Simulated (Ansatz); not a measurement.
What settings do to one calculation: chalcopyrite alloy of ZnGeP2 and ZnSnP2 (2 of 4 Ge sites exchanged), 16 atoms with displaced atoms

Ansatz (PAW, plane waves), atoms fixed. The base input:

```yaml
crystal:
  lattice:
    - [5.523023, -0.000082, -0.000020]
    - [-0.000082, 5.523023, -0.000020]
    - [-0.000040, -0.000040, 10.994744]
  atoms:
    - { symbol: Zn, position: [0.014595, 0.983902, 0.982679] }
    - { symbol: Zn, position: [0.991755, 0.505644, 0.251319] }
    - { symbol: Zn, position: [0.517753, 0.993769, 0.742094] }
    - { symbol: Zn, position: [0.489270, 0.487855, 0.505110] }
    - { symbol: Ge, position: [0.007165, 0.989022, 0.499035] }
    - { symbol: Ge, position: [0.510504, 0.478767, 0.003769] }
    - { symbol: Sn, position: [0.513727, 0.002935, 0.248657] }
    - { symbol: Sn, position: [0.019443, 0.497229, 0.754187] }
    - { symbol: P, position: [0.243196, 0.244818, 0.129768] }
    - { symbol: P, position: [0.260643, 0.242051, 0.624579] }
    - { symbol: P, position: [0.759198, 0.733080, 0.126825] }
    - { symbol: P, position: [0.750807, 0.252450, 0.380796] }
    - { symbol: P, position: [0.275439, 0.736328, 0.378789] }
    - { symbol: P, position: [0.265661, 0.768096, 0.871972] }
    - { symbol: P, position: [0.751542, 0.720172, 0.628660] }
    - { symbol: P, position: [0.752476, 0.233857, 0.881245] }
kpoints:
  mp_grid: { grid: [2, 2, 2], shift: [0.5, 0.5, 0.5] }
hamiltonian:
  xc: pbesol
scf:
  occupations: { method: fermi_dirac, width: 0.01 }
output:
  forces: true
  eigenvalues: true
  stress: true
  populations: true
```

Command:

```sh
ansatz run in.yaml --threads 7 --pin off --max-ram 13300MiB --runs-dir r --events-out ev --progress --plain
```

It converged in 9 iterations and 3.1 s of wall time on 7 threads of a Neoverse-V2 processor, on a host shared with other runs; peak host memory 1.1 GiB; largest force component 1.77 eV/Å, pressure 1.49 GPa. The cutoff was the default, 420 eV. The base isn't a converged reference: it has few k points, and its atoms are unrelaxed. Each run below changes the keys shown and caps the iterations.

```csv
run,changed,ending,iterations,free energy less the base (meV per atom),rms change of forces (eV/Å),change of pressure (GPa),"wall time (s, shared host)"
1,"mixing beta 0.6, mixing algorithm linear, max_iter 100",refused,–,–,–,–,–
2,"max_iter 14, initial_magnetization 4",converged,14,0.0,0.000,0.00,6.6 CPU
3,"width 0.5 eV, dr2_threshold 1e-12, max_iter 50, k points a 2×2×1 mesh centred on Γ",converged,21,-17.9,0.200,1.48,2.4 CPU
4,"max_iter 6, mixing beta 0.01",not converged,–,–,–,–,–
5,"accuracy low (cutoff and grids as in the base), max_iter 50",converged,9,0.0,0.000,0.00,2.3 CPU
6,"xc_grid 1 (2 is the default), max_iter 70",converged,9,0.0,0.000,0.00,2.2 CPU
7,"width 0.5 eV, ecutrho_ratio 3, max_iter 60",converged,9,-53.9,0.178,0.92,2.9 CPU
8,"ecutwfc 180 eV, dr2_threshold 1e-12, max_iter 70",converged,15,7065.2,0.262,-0.46,1.3 CPU
```

Problem. Which changes leave the result alone, and which of the same physical model moves the forces most?

Solution. The forces move by under 0.002 eV/Å in runs 2, 5, 6. Run 8 (ecutwfc 180 eV, dr2_threshold 1e-12, max_iter 70) moves them most among the runs with the same functional, charge and dispersion term, by 0.262 eV/Å.

Problem. Why did some runs give no result?

Solution. - run 1: YAML parse error: error: line 30 column 35: unknown variant `linear`, expected one of auto, anderson, broyden, msr1
- run 4: did not converge after 6 iterations: dr2 = 3.01e-3 (threshold 1.00e-7), under the density mixer `msr1`, which `scf.mixing.algorithm: auto` chose by the deck's other keys (type `scf.mixing.algorithm: msr1` to keep it);
